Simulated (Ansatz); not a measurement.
Co: strain energy, fitted

Co, P6_3/mmc, a = 2.456 Å, c = 3.970 Å. Ansatz: PBEsol, PAW, 420 eV, Γ-centred 24×24×14 mesh on 2 atoms, Gaussian smearing 0.10 eV; collinear spin, largest moment 1.6 μB. Series: equal strain along all axes, cell held, atoms fixed by symmetry; x is the strain in per cent. y is the free energy over the unstrained cell, V0 = 10.372 Å³/atom.

```
x (%) y (meV/atom)
 -3.0             ?
 -2.0         30.43
 -1.0          7.30
  0.0          0.00
  1.0          6.74
  2.0         26.23
  3.0         57.23
```

**Question.** Fit y = c2 x² + c3 x³ to the other rows, turn c2 into a modulus, and predict the missing energy.

**Answer.** Least squares on the rows shown. y = 7.0969 x² − 0.24855 x³. In eV per unit strain² c2 is 70.97; the stiffness is B for this strain (E = 9/2 B V0 ε², shape held): 2 × 70.97 × 160.2 / (9 × 10.372) = 244 GPa. At x = -3.0 the fit asked for gives 70.58 meV/atom. The run gave 71.54 meV/atom, so the fit is 0.96 meV/atom too low, 1.3 % of the span of the series, against an rms of 0.10 meV/atom on the fitted rows. The row lies outside the fitted range. With a term in x⁴ added, a fit to the same known rows predicts 71.45 meV/atom, so most of the miss is curvature that the known rows already hold.